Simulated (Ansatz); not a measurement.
## Zincblende alloy of InAs and InSb (28 of 32 As sites exchanged), 64 atoms

All numbers below come from DFT, PBEsol, PAW, plane waves in Ansatz 0.2.0.

Input:

```yaml
crystal:
  lattice:
    - [12.936311, 0.000000, 0.000000]
    - [0.000000, 12.936311, 0.000000]
    - [0.000000, 0.000000, 12.936311]
  atoms:
    - { symbol: In, position: [0.999085, 0.000452, 0.001344] }
    - { symbol: In, position: [0.998550, 0.996321, 0.498619] }
    - { symbol: In, position: [0.999069, 0.501101, 0.999753] }
    - { symbol: In, position: [0.998899, 0.500236, 0.499775] }
    - { symbol: In, position: [0.497861, 0.999946, 0.997268] }
    - { symbol: In, position: [0.498117, 0.001521, 0.499376] }
    - { symbol: In, position: [0.501557, 0.502319, 0.000100] }
    - { symbol: In, position: [0.497753, 0.498344, 0.499052] }
    - { symbol: In, position: [0.249370, 0.251959, 0.003923] }
    - { symbol: In, position: [0.251137, 0.249124, 0.500499] }
    - { symbol: In, position: [0.248848, 0.752637, 0.997599] }
    - { symbol: In, position: [0.249165, 0.746967, 0.499993] }
    - { symbol: In, position: [0.750731, 0.251449, 0.000051] }
    - { symbol: In, position: [0.748804, 0.250982, 0.496624] }
    - { symbol: In, position: [0.750131, 0.751046, 0.997590] }
    - { symbol: In, position: [0.751085, 0.751525, 0.501057] }
    - { symbol: In, position: [0.249036, 0.000650, 0.250304] }
    - { symbol: In, position: [0.250204, 0.999587, 0.750874] }
    - { symbol: In, position: [0.250600, 0.499904, 0.252023] }
    - { symbol: In, position: [0.250754, 0.502595, 0.748939] }
    - { symbol: In, position: [0.748251, 0.001218, 0.249286] }
    - { symbol: In, position: [0.751699, 0.001763, 0.749957] }
    - { symbol: In, position: [0.752720, 0.499985, 0.249282] }
    - { symbol: In, position: [0.749643, 0.498965, 0.747731] }
    - { symbol: In, position: [0.997033, 0.250800, 0.251864] }
    - { symbol: In, position: [0.002317, 0.249913, 0.749330] }
    - { symbol: In, position: [0.999334, 0.748801, 0.250508] }
    - { symbol: In, position: [0.000197, 0.748620, 0.748699] }
    - { symbol: In, position: [0.498413, 0.251604, 0.249562] }
    - { symbol: In, position: [0.497462, 0.246635, 0.751445] }
    - { symbol: In, position: [0.498594, 0.748858, 0.249054] }
    - { symbol: In, position: [0.498205, 0.748569, 0.749579] }
    - { symbol: Sb, position: [0.127472, 0.127429, 0.126142] }
    - { symbol: Sb, position: [0.123808, 0.125626, 0.626655] }
    - { symbol: Sb, position: [0.122378, 0.625939, 0.123839] }
    - { symbol: Sb, position: [0.129403, 0.627115, 0.623806] }
    - { symbol: Sb, position: [0.626401, 0.124247, 0.123505] }
    - { symbol: Sb, position: [0.626704, 0.124601, 0.621763] }
    - { symbol: Sb, position: [0.625980, 0.628969, 0.125743] }
    - { symbol: Sb, position: [0.625414, 0.625098, 0.622963] }
    - { symbol: Sb, position: [0.376164, 0.378268, 0.126736] }
    - { symbol: Sb, position: [0.375587, 0.372130, 0.625503] }
    - { symbol: Sb, position: [0.873670, 0.374615, 0.123931] }
    - { symbol: Sb, position: [0.874125, 0.376589, 0.626460] }
    - { symbol: Sb, position: [0.874917, 0.872930, 0.126420] }
    - { symbol: Sb, position: [0.874555, 0.874256, 0.622820] }
    - { symbol: Sb, position: [0.374811, 0.124468, 0.374116] }
    - { symbol: Sb, position: [0.374581, 0.123891, 0.875094] }
    - { symbol: Sb, position: [0.375206, 0.624920, 0.372857] }
    - { symbol: Sb, position: [0.377071, 0.627262, 0.876671] }
    - { symbol: Sb, position: [0.873902, 0.125407, 0.373473] }
    - { symbol: Sb, position: [0.871277, 0.625480, 0.374924] }
    - { symbol: Sb, position: [0.874410, 0.626260, 0.875925] }
    - { symbol: Sb, position: [0.126444, 0.376337, 0.376280] }
    - { symbol: Sb, position: [0.124574, 0.375780, 0.874012] }
    - { symbol: Sb, position: [0.126260, 0.875009, 0.374135] }
    - { symbol: Sb, position: [0.128133, 0.870840, 0.871668] }
    - { symbol: Sb, position: [0.625007, 0.377016, 0.872332] }
    - { symbol: Sb, position: [0.622343, 0.876331, 0.373056] }
    - { symbol: Sb, position: [0.629512, 0.875971, 0.873775] }
    - { symbol: As, position: [0.376786, 0.877133, 0.124503] }
    - { symbol: As, position: [0.372414, 0.876891, 0.625578] }
    - { symbol: As, position: [0.877113, 0.124752, 0.872419] }
    - { symbol: As, position: [0.624986, 0.373292, 0.377576] }
  symmetry: { detect: false }
kpoints:
  mp_grid: { grid: [1, 1, 1], shift: [0.25, 0.25, 0.25] }
hamiltonian:
  xc: pbesol
scf:
  occupations: { method: fermi_dirac, width: 0.01 }
relax:
  f_tol: 0.03
  max_steps: 80
  escape_saddle: false
  adjacent_minimum: "off"
  cell: { fix: [shape] }
output:
  forces: true
  eigenvalues: true
  populations: true
  write_density: true
  write_potential: true
  elf: true
  volumetric_format: npy
```

Started with:

```sh
ansatz run in.yaml --threads 4 --pin off --max-ram 42750MiB --runs-dir r --events-out ev --progress --plain --backend cuda --devices 0, --max-vram 37GiB
```

The program printed, less machine lines and repeats, with […] for rows cut from tables:

```
Pseudopotentials: kind: paw
Functional definition: PBEsol
  exchange = pbesol_x
  correlation = pbesol_c
Crystal: 64 atoms, lattice volume = 2164.868 Å³
Basis set: ecut = 420 eV, 42379 PW (Γ), exchange–correlation on 180×180×180 points (8 copies of the dense FFT grid, shifted against one another)
Bands: 538, of which v1, the nominal top of the filled ones, is band 448 counted from 1 (447 counted from 0)
Symmetry: 1 space group operations
k-points: 1
Non-local potential: In, projectors of the file, l = 0: 2, l = 1: 2, l = 2: 2, l = 3: 2
Non-local potential: Sb, projectors of the file, l = 0: 2, l = 1: 2, l = 2: 2, l = 3: 2
Non-local potential: As, projectors of the file, l = 0: 2, l = 1: 2, l = 2: 3, l = 3: 1
[…]
Initial density: superposition of atomic densities (neutral atoms: chi_scale 0, normalization atom), corrected by the library's trained network
Initial wavefunctions: pseudopotential atomic-orbital guess
Functional: x = pbesol(κ = 0.804, μ = 0.12345679012345678), c = pbesol(β = 0.046)
SCF iter   1: F=—  HF=-375495.931452 eV  |F-HF|=—  |Δ(HF+E_count)|=         —  Δρ=4.19e-3  dr2=5.42e-1  ethr=1.77e-3  ⟨swp⟩=6.0  Hψ=2085  notcnv=0  defer=8
[…]
SCF iter   2: F=—  HF=-375495.769178 eV  |F-HF|=—  |Δ(HF+E_count)|=   1.62e-1  Δρ=1.85e-3  dr2=1.13e-1  ethr=6.05e-5  ⟨swp⟩=3.0  Hψ=1071  notcnv=0  defer=86
[…]
SCF 1 converged in 10 iterations: F = -375495.768245 eV  dr2 = 1.53e-8
[…]
relax step   1: F+E_penalty+E_count = -375495.76824513 eV  Δ(F+E_penalty+E_count) = +0.000e0 eV  max|allowed force component| = 8.658e-1 eV/Å  Δτ_max = 0.0000 Å  P = +0.134 GPa  Ω = 2164.868 Å³  fix = [alpha, beta, gamma, b/a, c/a]  reactions: b/a +0.004, c/a +0.003 GPa; alpha +0.640, beta +0.539, gamma +0.392 GPa/rad  (10 SCF iters, dr2 threshold 1.00e-7 eV, accepted)
Crystal: 64 atoms, lattice volume = 2169.623 Å³
Initial density: handed on by an earlier stage of this run
Initial wavefunctions: those handed on with the density
[…]
[…]
relax step   2: F+E_penalty+E_count = -375496.81772486 eV  Δ(F+E_penalty+E_count) = -1.049e0 eV  max|allowed force component| = 4.031e-1 eV/Å  Δτ_max = 0.1949 Å  P = -0.171 GPa  Ω = 2169.623 Å³  energy of the carried Pulay correction = -9.014e-4 eV  fix = [alpha, beta, gamma, b/a, c/a]  reactions: b/a -0.000, c/a +0.001 GPa; alpha +0.323, beta +0.365, gamma +0.458 GPa/rad  (7 SCF iters, dr2 thresh
Crystal: 64 atoms, lattice volume = 2160.016 Å³
Basis set: ecut = 420 eV, 42211 PW (Γ), exchange–correlation on 180×180×180 points (8 copies of the dense FFT grid, shifted against one another)
[…]
SCF 3 converged in 6 iterations: F = -375497.016300 eV  dr2 = 2.97e-6
relax step   3: F+E_penalty+E_count = -375497.01630022 eV  Δ(F+E_penalty+E_count) = -1.986e-1 eV  max|allowed force component| = 3.510e-2 eV/Å  Δτ_max = 0.0519 Å  P = -0.000 GPa  Ω = 2160.016 Å³  energy of the carried Pulay correction = +9.218e-4 eV  fix = [alpha, beta, gamma, b/a, c/a]  reactions: b/a +0.001, c/a -0.000 GPa; alpha +0.446, beta +0.445, gamma +0.445 GPa/rad  (6 SCF iters, dr2 thres
Crystal: 64 atoms, lattice volume = 2159.931 Å³
[…]
[…]
SCF 4 converged in 7 iterations: F = -375497.019147 eV  dr2 = 1.25e-8
  greatest PAW one-centre occupation: 0.999 electrons in one spin orbital (limit 2), on the As atom at site 62 (counted from 0), in its partial waves of l = 2
relax step   4: F+E_penalty+E_count = -375497.01914665 eV  Δ(F+E_penalty+E_count) = -2.846e-3 eV  max|allowed force component| = 1.356e-2 eV/Å  Δτ_max = 0.0157 Å  P = -0.001 GPa  Ω = 2159.931 Å³  energy of the carried Pulay correction = +9.379e-4 eV  fix = [alpha, beta, gamma, b/a, c/a]  reactions: b/a -0.000, c/a +0.000 GPa; alpha +0.443, beta +0.443, gamma +0.445 GPa/rad  (7 SCF iters, dr2 thres
Initial wavefunctions: pseudopotential atomic-orbital guess (no wavefunctions were taken with the density)
[…]
eigensolver tolerance schedule: the retry pair's looser diagonalisation over-reported the residual by 25327.19 of it (diagonalisation noise at an unbounded share of the residual, at the tolerance the schedule requests for it); recorded, not acted on — ethr = c·dr2/N_el stays at c = 1.0e-1
preconditioner: auto → Resta (q_TF=auto, 2.356 Å⁻¹)  ε∞=3.1  [insulator: Δε(μ)=0.726 eV  Ē_g=13.132 eV  σ=0.010 eV  W_gap=1.00  n_scr=460 (ndim 8)  ℏωp=19.2 eV  f_vac=0.096  D(μ)=0.00/eV (n_scr^D=0)  ε∞_Penn≈3.1]
[…]
SCF iter   4: F=—  HF=-375497.017341 eV  |F-HF|=—  |Δ(HF+E_count)|=   2.44e-9  Δρ=1.79e-7  dr2=7.73e-10  ethr=1.00e-12  ⟨swp⟩=2.0  Hψ=986  notcnv=0
SCF iter   5: F=-375497.017341 eV  HF=-375497.017341 eV  |F-HF|=5.82e-11  |Δ(HF+E_count)|=  1.75e-10  Δρ=5.53e-8  dr2=3.19e-10  ethr=1.00e-12  ⟨swp⟩=8.0  Hψ=2707  notcnv=0
SCF 5 converged in 5 iterations: F = -375497.017341 eV  dr2 = 3.19e-10
relax step   5: F+E_penalty+E_count = -375497.01734105 eV  Δ(F+E_penalty+E_count) = +1.806e-3 eV  max|allowed force component| = 1.357e-2 eV/Å  Δτ_max = 0.0000 Å  P = -0.001 GPa  Ω = 2159.931 Å³  fix = [alpha, beta, gamma, b/a, c/a]  reactions: b/a -0.000, c/a +0.000 GPa; alpha +0.443, beta +0.443, gamma +0.444 GPa/rad  stress off target by 5.95e-4 GPa on what of the cell is left free  SCF on the
SCF converged after 5 iterations
Free energy (F): -375497.017341 eV
Harris-Foulkes:  -375497.017341 eV  (|F-HF|=5.82e-11)
Internal energy: -375497.017341 eV  (E = F + TS)
E sigma→0 (E₀):  -375497.017341 eV
Fermi energy:    7.265991 eV
--- Per-component energies (eV) ---
  E_band       = -8816.471415
  E_kinetic    = 14014.678488
  E_local      = -103766.947608  (includes V_loc(G=0)·N_el)
  E_nonlocal   = 19325.772242
  E_hartree    = 45239.175851
  E_xc         = -10983.599072
  E_vxc        = -6204.742400  (∫ρ·V_xc dr)
  E_paw        = -263885.173005  (= ΣΔE_a)
  E_vpaw       = -22663.584587  (= ΣTr[D̂ρ^β])
  E_aug_tail   = 0.000787  (compensation charges beyond the density's cutoff)
  E_ewald      = -75461.631616
  E_core_change = 20.706591  (= ΣΔE_core)
  E_smearing   = -0.000000  (= −TS)
  E_closure    = 0.000000  (closes the sum)
  Σ components = -375497.017341   (vs F -375497.017341, Δ=0.00e0)
--- Forces (eV/Å), atoms counted from 1 ---
  atom   1  In     0.00219865     0.00790561     0.00065373
  atom   2  In    -0.00280651     0.00469163    -0.00210202
  atom   3  In    -0.00144569     0.00507924    -0.00074258
  atom   4  In     0.00790898    -0.00017600     0.00086488
  atom   5  In    -0.00961307     0.00705422     0.00019865
  atom   6  In     0.00354402     0.00274350     0.00082993
  atom   7  In     0.00249078    -0.00311978    -0.00240615
  atom   8  In    -0.00504608     0.00532733    -0.00533235
  atom   9  In    -0.00095828    -0.00782012     0.00004813
  atom  10  In    -0.00464158     0.00207845     0.00029959
  atom  11  In    -0.00366666    -0.00188106    -0.00253224
  atom  12  In    -0.00083211    -0.01003632    -0.00128494
  atom  13  In     0.00243062     0.00345256    -0.00026081
  atom  14  In     0.00341246    -0.00681128    -0.00360761
  atom  15  In     0.00339522    -0.01356862     0.00035544
  atom  16  In     0.00582442    -0.00296550     0.00040200
  atom  17  In    -0.00463898     0.00371151    -0.00527470
  atom  18  In     0.00401953     0.00208816     0.00236612
  atom  19  In     0.00764890     0.00000461     0.00820498
  atom  20  In    -0.00648828     0.00110398    -0.00271553
  atom  21  In     0.00171857     0.00429081     0.00772478
  atom  22  In     0.00137283     0.00018922    -0.00355730
  atom  23  In     0.00021967     0.00164671    -0.00182029
  atom  24  In     0.00070543     0.00184527     0.00609211
  atom  25  In     0.00210167    -0.00444706    -0.00324948
  atom  26  In     0.00233955     0.00092544    -0.00011682
  atom  27  In     0.00158591    -0.00234841     0.00056309
  atom  28  In     0.00114239    -0.00053376     0.00261323
  atom  29  In    -0.00288761     0.00434972     0.00159414
  atom  30  In    -0.00458336    -0.00152199     0.00446557
  atom  31  In    -0.00371413    -0.00353489    -0.00130914
  atom  32  In    -0.00354923    -0.00070706    -0.00495998
  atom  33  Sb    -0.00052128     0.00468473     0.00371416
  atom  34  Sb     0.00100981    -0.00092761     0.00064429
  atom  35  Sb    -0.00049153     0.00193571    -0.00435765
  atom  36  Sb     0.00126551     0.00194069    -0.00018848
  atom  37  Sb     0.00439157    -0.00540371     0.00076897
  atom  38  Sb    -0.00465603    -0.00068974    -0.00081175
  atom  39  Sb    -0.00043576     0.00485907    -0.00041851
  atom  40  Sb     0.00312168    -0.00166670     0.00069839
  atom  41  Sb    -0.00304568     0.00146129    -0.00082419
  atom  42  Sb     0.00494381    -0.00303961    -0.00089378
  atom  43  Sb    -0.00166386    -0.00247545     0.00463153
  atom  44  Sb    -0.00085886     0.00006239    -0.00326227
  atom  45  Sb    -0.00292912     0.00102652    -0.00553351
  atom  46  Sb    -0.00178212     0.00224910     0.00182404
  atom  47  Sb     0.00477487    -0.00326055    -0.00160429
  atom  48  Sb     0.00468226     0.00520749    -0.00447258
  atom  49  Sb    -0.00042675    -0.00133581     0.00025280
  atom  50  Sb    -0.00141638     0.00153412     0.00172127
  atom  51  Sb    -0.00060028     0.00513582    -0.00211742
  atom  52  Sb    -0.00603094    -0.00030393    -0.00180274
  atom  53  Sb    -0.00056760     0.00431942     0.00035783
  atom  54  Sb    -0.00187083    -0.00159073    -0.00084865
  atom  55  Sb     0.00292251    -0.00236318     0.00031081
  atom  56  Sb     0.00283821     0.00021944     0.00569861
  atom  57  Sb     0.00001195    -0.00981505    -0.00153144
  atom  58  Sb    -0.00135977     0.00119912     0.00107788
  atom  59  Sb    -0.00212905     0.00213771    -0.00520493
  atom  60  Sb     0.00287279     0.00444631     0.00100492
  atom  61  As     0.00978639    -0.00041410     0.00362326
  atom  62  As    -0.00664064     0.00202318     0.00435435
  atom  63  As    -0.00105687    -0.00692633     0.00214767
  atom  64  As    -0.00332672    -0.00324603     0.00503686
  max |Σ_I F_I| component: 7.14e-7 eV/Å
--- Stress (GPa, compression-positive) ---
       -0.000831      -0.444353      -0.443211
       -0.444353      -0.000768      -0.443070
       -0.443211      -0.443070      -0.000186
  P = ⅓ Tr σ = -0.0006 GPa (-0.006 kbar)
--- Band table (eV) ---
  k-point 0: bands = ["-28.2755", "-28.2755", "-28.2649", "-28.2648", "-28.2645", "-28.2644", "-28.2642", "-28.2630", "-28.2536", "-28.2525", "-28.2524", "-28.2515", "-28.2462", "-28.2462", "-28.2460", "-28.2460", "-28.2337", "-28.2336", "-28.2325", "-28.2324", "-21.4166", "-21.4157", "-21.4123", "-21.4117", "-21.4102", "-21.4096", "-21.4095", "-21.4077", "-21.4017", "-21.4008", "-21.3983", "-21.3 …
--- Relaxed structure (4 steps of the walk, 4 accepted, 1 SCFs on fresh bases) ---
  F+E_penalty+E_count = -375497.01734105 eV   max|allowed force component| = 1.357e-2 eV/Å   (the final SCF, on the basis selected at the relaxed cell)
  cell:  # Å, volume = 2159.9309 Å³
    - [12.926470376449164, -7.524157542513495e-143, 2.305956133482096e-143]
    - [-7.524157542513495e-143, 12.926470376449164, -5.850846443185143e-143]
    - [2.305956133482096e-143, -5.850846443185143e-143, 12.926470376449164]
  atoms:
    - { symbol: In, position: [0.9950079454458104, 0.006344574819399492, -0.007502649212928403] }
    - { symbol: In, position: [1.0001592429820667, 1.0009704181884993, 0.49850611446023857] }
    - { symbol: In, position: [0.9999243653173115, 0.5004522673842103, 1.0012204022524263] }
    - { symbol: In, position: [1.0002119216534657, 0.5003811876563627, 0.5014205937978501] }
    - { symbol: In, position: [0.4945457404155509, 0.9950471697315354, 1.006311435858328] }
    - { symbol: In, position: [0.4950458301764101, -0.005020134760866604, 0.5063906605872739] }
    - { symbol: In, position: [0.5009718271872012, 0.5006144868042313, -0.0013483488395104359] }
    - { symbol: In, position: [0.5060184110243765, 0.49516423220420747, 0.4923997546087723] }
    - { symbol: In, position: [0.2505548690531336, 0.24982712688371683, -0.00019629393923026865] }
    - { symbol: In, position: [0.2490560739951043, 0.24908592417700495, 0.49987264324213326] }
    - { symbol: In, position: [0.25485757651885826, 0.7577128109140093, 1.0050908550522109] }
    - { symbol: In, position: [0.2572641856304733, 0.7555969903867924, 0.5050712685641495] }
    - { symbol: In, position: [0.7552189896038433, 0.24347559176855818, -0.00618584988441118] }
    - { symbol: In, position: [0.7430419380110721, 0.25596458583755416, 0.49388878812588555] }
    - { symbol: In, position: [0.7485803355653003, 0.7497596463957129, 0.9998622254012113] }
    - { symbol: In, position: [0.7490107269481697, 0.7510521278460313, 0.49979998955768173] }
    - { symbol: In, position: [0.2563969610021449, -0.004640993962292912, 0.24336535403881002] }
    - { symbol: In, position: [0.25598328440721063, 0.9940053610132412, 0.7432426529416918] }
    - { symbol: In, position: [0.2504065469073659, 0.5015670126548062, 0.25063266728091055] }
    - { symbol: In, position: [0.25093384171947336, 0.5003281913571366, 0.7496187780066925] }
    - { symbol: In, position: [0.7483374100215657, 0.00018666527605675968, 0.25034577033449334] }
    - { symbol: In, position: [0.7544874867807746, 0.007046842719787458, 0.7556073720869673] }
    - { symbol: In, position: [0.7433175389120202, 0.4945223891492079, 0.25466391351140205] }
    - { symbol: In, position: [0.748779472725518, 0.5012028786746832, 0.7487914479390758] }
    - { symbol: In, position: [1.0007404328099316, 0.24911247548754337, 0.24922326791956786] }
    - { symbol: In, position: [-0.005877033544164896, 0.2433208947023009, 0.7547773792224932] }
    - { symbol: In, position: [0.9998441177520225, 0.7509479213039479, 0.24967739430176253] }
    - { symbol: In, position: [0.0011800544664805688, 0.7506976003212538, 0.7509923431384667] }
    - { symbol: In, position: [0.5067119842060032, 0.25454173976482186, 0.25567618189713354] }
    - { symbol: In, position: [0.49976095923324027, 0.24854739015762103, 0.7506906696326475] }
    - { symbol: In, position: [0.49364641493843087, 0.7563041000168517, 0.2435945425563006] }
    - { symbol: In, position: [0.4949351892358688, 0.7565228437945091, 0.7434895221240295] }
    - { symbol: Sb, position: [0.12518411518126263, 0.12262863003369247, 0.12298465101981956] }
    - { symbol: Sb, position: [0.12490776872498534, 0.12322148856887277, 0.6266301694959359] }
    - { symbol: Sb, position: [0.1268200571231057, 0.6274397220194398, 0.12444598273856694] }
    - { symbol: Sb, position: [0.1272184351048329, 0.6273704861128843, 0.6245658256954388] }
    - { symbol: Sb, position: [0.6246600089814247, 0.12553468388567696, 0.12395982178884783] }
    - { symbol: Sb, position: [0.625339907848968, 0.12525421186353689, 0.6241541269405609] }
    - { symbol: Sb, position: [0.6230241215853808, 0.6254414307928153, 0.12683582177115557] }
    - { symbol: Sb, position: [0.6220457199483554, 0.6255033580765538, 0.6228786513149674] }
    - { symbol: Sb, position: [0.37717635111188985, 0.37510879848193757, 0.1265333217944918] }
    - { symbol: Sb, position: [0.3772360298954965, 0.37499738033779145, 0.6225968183257227] }
    - { symbol: Sb, position: [0.8724689478816381, 0.37329177976714073, 0.12484143842616463] }
    - { symbol: Sb, position: [0.8731505750253099, 0.3727388959181376, 0.6249781140406784] }
    - { symbol: Sb, position: [0.874849440870608, 0.8775381478359919, 0.12261941162071541] }
    - { symbol: Sb, position: [0.8748040328391433, 0.8771990384805572, 0.6265208977795863] }
    - { symbol: Sb, position: [0.3766427548602505, 0.12358242887816946, 0.3749204182928212] }
    - { symbol: Sb, position: [0.37435309046607074, 0.12112550700883594, 0.8749690751654253] }
    - { symbol: Sb, position: [0.3772125132516792, 0.6271969103627021, 0.37474726584855256] }
    - { symbol: Sb, position: [0.3751339501951135, 0.6292400672559031, 0.8748422153434287] }
    - { symbol: Sb, position: [0.8726679502707536, 0.12689487916214975, 0.3747797496736637] }
    - { symbol: Sb, position: [0.8732970459265125, 0.6236848407295246, 0.3743744664731262] }
    - { symbol: Sb, position: [0.8746752106912984, 0.6250139176424585, 0.8747905024374987] }
    - { symbol: Sb, position: [0.12471994161033058, 0.3753335698949702, 0.37470955575774295] }
    - { symbol: Sb, position: [0.12327499998065918, 0.37374311125023674, 0.8740129536310544] }
    - { symbol: Sb, position: [0.12885554379537387, 0.8754888817960238, 0.3744653449441102] }
    - { symbol: Sb, position: [0.1268876954389924, 0.8778522868431691, 0.8746150383697413] }
    - { symbol: Sb, position: [0.6266408494365474, 0.3732404315944403, 0.8745272187894735] }
    - { symbol: Sb, position: [0.6209287515732674, 0.8750136666207526, 0.374782517926732] }
    - { symbol: Sb, position: [0.6231737375888449, 0.8770741235051914, 0.8746284871725646] }
    - { symbol: As, position: [0.37480229762913, 0.875478156741509, 0.12434526802546765] }
    - { symbol: As, position: [0.3754319898812944, 0.8752217545274938, 0.6242976379173192] }
    - { symbol: As, position: [0.8746342666140207, 0.12507840192710393, 0.8743470757502592] }
    - { symbol: As, position: [0.6247592575654232, 0.37507469341589944, 0.37404930916383844] }
--- Löwdin populations: 64 sites ---
  site symbol       q [e]
     0     In     12.9652
     1     In     13.0519
[…]
    62     As     15.2046
    63     As     15.2046
  spilling = 0.001356 (of n_electrons = 896.000000)
```

Total energies depend on the potentials used, so only differences within one code and one set of settings carry meaning.

Time: 14 s of wall time on one NVIDIA H100 with 4 processor threads, on a host shared with other runs; peak host memory 1.8 GiB.
